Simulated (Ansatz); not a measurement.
# TiO2: a scan of SCF settings

TiO2 is taken as a measured crystal structure (space group P4_2/mnm), 6 atoms in the cell. Source: COD entry 9007531; it may be a high-temperature, high-pressure or metastable form.

```yaml
crystal:
  lattice:
    - [4.59410, 0.00000, 0.00000]
    - [0.00000, 4.59410, 0.00000]
    - [0.00000, 0.00000, 2.95890]
  atoms:
    - { symbol: Ti, position: [0.00000, 0.00000, 0.00000] }
    - { symbol: Ti, position: [0.50000, 0.50000, 0.50000] }
    - { symbol: O, position: [0.30570, 0.30570, 0.00000] }
    - { symbol: O, position: [0.19430, 0.80570, 0.50000] }
    - { symbol: O, position: [0.69430, 0.69430, 0.00000] }
    - { symbol: O, position: [0.80570, 0.19430, 0.50000] }
```

Atoms are numbered from 1 in the order listed.

These are results of DFT, r2SCAN, PAW, plane waves, scalar-relativistic (Ansatz development build ahead of 0.2.0), not measurements.

```yaml
plane_wave_cutoff: 500 eV
k_point_mesh: 5×5×7 (Γ-centred)
occupations: Fermi–Dirac smearing, 0.03 eV
valence_electrons: 48
spin: collinear, starting moments Ti1 1.00, Ti2 -1.00 μB
```

The starting density is a sum of atomic densities. β is the mixing step of the charge; the magnetisation has a step of its own, which the program sets unless it is named.

Gaps of semilocal functionals run low against measured ones. Only one magnetic start was run, with no search, so the state need not be the lowest.

The run was started with:
```sh
ansatz run input.yaml --threads 2 --pin off --max-ram 5120MiB --backend cpu --events-out ev --progress --plain --runs-dir out
```

Machine: 2 threads of Arm Neoverse V1, with other jobs on the host.

Each row changes the named settings. The search for lower states is off throughout, and rows that name a mixer don't switch to direct minimisation unless they say so. “A, then B” is a new run with the settings A changed by B. Counts include iterations that the program adds to test a close or to solve more bands, and some failed runs stop two short of their limit.

```tsv
settings	iteration limit	outcome	wall time (s)	result against the default run
default SCF settings	default	converged in 16 iterations	28	reference
Broyden, β 0.3, history 8, no preconditioner	60	converged in 18 iterations	24	the same free energy
cutoff 60 eV	60	converged in 14 iterations	1.9	free energy shifted by +134370 meV/atom, so these numbers say nothing of the material, forces change by up to 2.091 eV/Å, pressure -41.9 GPa against 0.1
Fermi–Dirac width 0.01 eV, no switch to direct minimisation	60	converged in 16 iterations	22	free energy unchanged, zero-width estimate unchanged
fixed occupations	60	converged in 16 iterations	22	free energy unchanged, zero-width estimate unchanged
density-residual threshold 1e-3 eV	default	converged in 16 iterations	23	the same free energy, the program's other tests kept it going past the loose threshold
k-point mesh 3x3x4	60	converged in 16 iterations	10	free energy shifted by +2.0 meV/atom, forces change by up to 0.003 eV/Å, pressure 0.2 GPa against 0.1
Methfessel–Paxton smearing, width 0.5 eV	60	converged in 17 iterations	21	free energy unchanged, zero-width estimate unchanged
cutoff 30 eV	60	input refused	0.11	inconsistent input (basis.ecutwfc, kpoints): the smallest per-k basis holds n_pw = 18 plane waves (k-point 3, counted from 0 among those solved) but the deck needs at least 25 band(s) per channel, [...]
Anderson, β 0.8, backtracking line search	60	converged in 13 iterations	19	the same free energy
```

With the default settings (Broyden mixing, preconditioner Resta) the run converges, non-magnetic, a gap of 2.26 eV on the k-mesh. At the default threshold and band count the same state takes 13 iterations at best (“Anderson, β 0.8, backtracking line search”) and 18 at worst (“Broyden, β 0.3, history 8, no preconditioner”). 1 of 10 runs gave no result.
